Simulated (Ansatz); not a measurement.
FeCo₃ (Cu3Au type, Pm-3m), the program Ansatz at the PBEsol level (PAW), all energies at zero smearing, with the estimated change up to a 700 eV cutoff added, with one set of potentials and settings (totals compare only within such a set). Cell of 4 atoms (1 Fe, 3 Co): -19727.744 eV.

| element | reference phase | E (eV/atom) |
|---|---|---|
| Fe | Im-3m, 1 atoms in the cell, spin-polarised | -4448.8520 |
| Co | P6_3/mmc, 2 atoms in the cell, spin-polarised | -5092.9959 |

Formation energy per atom, worked out: (-19727.744 − 1×(-4448.8520) − 3×(-5092.9959))/4 = 0.024 eV/atom (2 kJ per mol of atoms), at 0 K, without zero-point energy or fitted corrections.

The first step of the workflow began from a Materials Project structure, measured or hypothetical; the Crystallography Open Database copy checked does not list it. Whether it is the stable phase at ambient conditions was not checked. Symmetry was held in the PBEsol relaxation; its stability against distortions is not shown here. Spin order of the final state: ferromagnetic, chosen from 5 collinear starts compared on coarse meshes (ties went to the first, and starts can fall back to one state), not a proven ground state. The references are the lowest solids computed at this level, not always the standard phases.

Potentials: the later of the program's two PAW sets.
